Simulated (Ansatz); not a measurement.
## How much do the gradients of AlFe depend on the method?

Cell: an entry of the Crystallography Open Database (COD), whose atoms a relaxation with PBE at fixed cell left in place.

```
Al Fe
1.0
     2.91000    0.00000    0.00000
     0.00000    2.91000    0.00000
     0.00000    0.00000    2.91000
Al Fe
1 1
Direct
  0.00000 0.00000 0.00000
  0.50000 0.50000 0.50000
```

Atoms are numbered from 1 in the order listed; like atoms form one site, named after its first atom.

First run. Level of theory: DFT, PBE, plane waves and PAW, scalar-relativistic, collinear spin, 420 eV cutoff, Γ-centred 11×11×11 k-points, Fermi–Dirac smearing 0.05 eV (Ansatz 0.2.0). Start moments as typed (μB): 3 on each Fe, none on the rest.

```csv
site,atom,V_zz (10²¹ V/m²),η,m (μB)
Al,1,0.00,–,-0.03
Fe,2,0.00,–,0.75
```

Second run. The same atoms and settings, except that the functional is r2SCAN and the cutoff is 500 eV.

(1) What does the second run give?

Results:

(1) 

| site | atom | V_zz | η | change of V_zz | m (μB) |
| --- | --- | --- | --- | --- | --- |
| Al | 1 | -0.16 | 0.62 | -0.16 | -0.08 |
| Fe | 2 | 3.75 | 0.32 | +3.75 | 2.17 |

The largest change of V_zz is on Fe, from 0.00 to 3.75. The absolute magnetisation of the cell goes from 0.8 to 2.4 μB. Isomer shifts (Fe against α-Fe, from the density at the nucleus and a line fitted to measured compounds for each functional; the lines scatter by about 0.1 mm/s, so smaller changes between functionals mean little): Fe 0.29 → 0.22 mm/s.

For the first run: At this cell the PBE pressure is -6 GPa, so with PBE the cell would shrink if it were relaxed. The entry's cell may itself be off. The run lost most of its start moments on Fe; a state with other moments may lie lower. The magnetic order is the one that the run reached from its start moments, not necessarily the measured one (the real compound may not order at all).
For the second run: At this cell the principal stresses reach 8 GPa in size with r2SCAN, which can matter for small gradients. The electronic state that the run reached has lower symmetry than the atoms (orbital or charge order), so like atoms can differ and cubic sites can carry a gradient. The program didn't check the stability of this electronic state in full, so a lower one may lie near. With no gap above 0.1 eV, as in a metal, the gradients converge slowly in k; expect changes of a tenth or more on a denser mesh. With these PAW files V_zz is typically within 2 to 3 % of all-electron values, but misses above 10 % occur on Al, Fe. The magnetic order is the one that the run reached from its start moments, not necessarily the measured one.
